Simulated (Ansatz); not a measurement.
## Calculated with Ansatz: YIr2, relaxation

Run with:

```bash
ansatz run input.yaml --threads 2 --pin off --max-ram 3584MiB --backend cpu --events-out ev --progress --plain --runs-dir out
```

The input file (Ansatz 0.2.0, plane waves):

```yaml
crystal:
  lattice:
    - [0.0, 3.73255987, 3.73255987]
    - [3.73255987, 0.0, 3.73255987]
    - [3.73255987, 3.73255987, 0.0]
  atoms:
    - { symbol: "Y", position: [0.0, 0.0, 0.0] }
    - { symbol: "Y", position: [0.25, 0.25, 0.25] }
    - { symbol: Ir, position: [0.625, 0.625, 0.625] }
    - { symbol: Ir, position: [0.125, 0.625, 0.625] }
    - { symbol: Ir, position: [0.625, 0.625, 0.125] }
    - { symbol: Ir, position: [0.625, 0.125, 0.625] }
  symmetry: { tolerance: 0.0003 }
kpoints:
  mp_grid: { grid: [6, 6, 6], shift: [0, 0, 0] }
magnetization:
  spin_polarized: false
scf:
  occupations: { method: cold, width: 0.0281 }
  lower_state_search: "off"
hamiltonian:
  pseudopotentials: { kind: paw }
  xc: r2scan
  hubbard: { projectors: atomic, sites: [{ species: Ir, l: d, u_eff: 1.57 }] }
basis:
  ecutwfc: 500
  fft_grid_basis: typed
relax:
  max_steps: 80
  cell: { p_target: 0.0 }
  f_tol: 0.03
output:
  forces: true
  stress: true
  eigenvalues: true
  bader: true
  populations: true
  elf: true
  write_potential: true
  volumetric_format: npy
  dos:
    e_range: [-12, 8]
    de: 0.05
    projected: { site_lists: { Ir: [Ir], "Y": ["Y"] } }
checkpoint:
  read: saved_state
```

Origin of the cell: a database entry, scaled a little.

The saved state is a converged single point of the same cell.

Steps («new basis» is an SCF on plane waves selected anew at the same cell):

```
step  ΔF (meV/atom)  max force component (eV/Å)  P (GPa)  volume (Å³)  SCF iterations   step was
   1            0.0                       0.000     4.99       104.00               6   accepted
   2           15.7                       0.000    -8.35       110.92               7   rejected
   3           -5.6                       0.000    -0.37       106.49               9   accepted
   4           -5.6                       0.000     0.00       106.31               4   accepted
   5           -5.9                       0.000     0.00       106.31               5  new basis
```

Step 1, with forces in eV/Å:

```xyz
6
Lattice="0.000 3.733 3.733 3.733 0.000 3.733 3.733 3.733 0.000" Properties=species:S:1:pos:R:3:forces:R:3 pbc="T T T" step=1
Y     0.000    0.000    0.000    0.000    0.000    0.000
Y     1.866    1.866    1.866    0.000    0.000    0.000
Ir    4.666    4.666    4.666    0.000    0.000    0.000
Ir    4.666    2.799    2.799    0.000    0.000    0.000
Ir    2.799    2.799    4.666    0.000    0.000    0.000
Ir    2.799    4.666    2.799    0.000    0.000    0.000
```

Step 3, with forces in eV/Å:

```xyz
6
Lattice="0.000 3.762 3.762 3.762 0.000 3.762 3.762 3.762 0.000" Properties=species:S:1:pos:R:3:forces:R:3 pbc="T T T" step=3
Y     0.000    0.000    0.000    0.000    0.000    0.000
Y     1.881    1.881    1.881    0.000    0.000    0.000
Ir    4.703    4.703    4.703    0.000    0.000    0.000
Ir    4.703    2.822    2.822    0.000    0.000    0.000
Ir    2.822    2.822    4.703    0.000    0.000    0.000
Ir    2.822    4.703    2.822    0.000    0.000    0.000
```

Step 5, with forces in eV/Å:

```xyz
6
Lattice="0.000 3.760 3.760 3.760 0.000 3.760 3.760 3.760 0.000" Properties=species:S:1:pos:R:3:forces:R:3 pbc="T T T" step=5
Y     0.000    0.000    0.000    0.000    0.000    0.000
Y     1.880    1.880    1.880    0.000    0.000    0.000
Ir    4.700    4.700    4.700    0.000    0.000    0.000
Ir    4.700    2.820    2.820    0.000    0.000    0.000
Ir    2.820    2.820    4.700    0.000    0.000    0.000
Ir    2.820    4.700    2.820    0.000    0.000    0.000
```

| Property | Result |
| --- | --- |
| Free energy lowered by | 5.9 meV/atom |
| Volume change | 2.21 % |
| Final pressure | 0.00 GPa |
| Relaxation steps listed | 5 |
| Gap on the mesh | none (metal) |

Caveats: no moments, though an odd count or open d shells may carry them; no spin-orbit coupling, though heavy elements are present; the relaxation held the start's symmetry, so the end may be a saddle point.

It ran for 31 s on 2 threads of Intel(R) Xeon(R) 6975P-C (Granite Rapids) (shared host), peak memory 0.93 GiB, from a saved density.
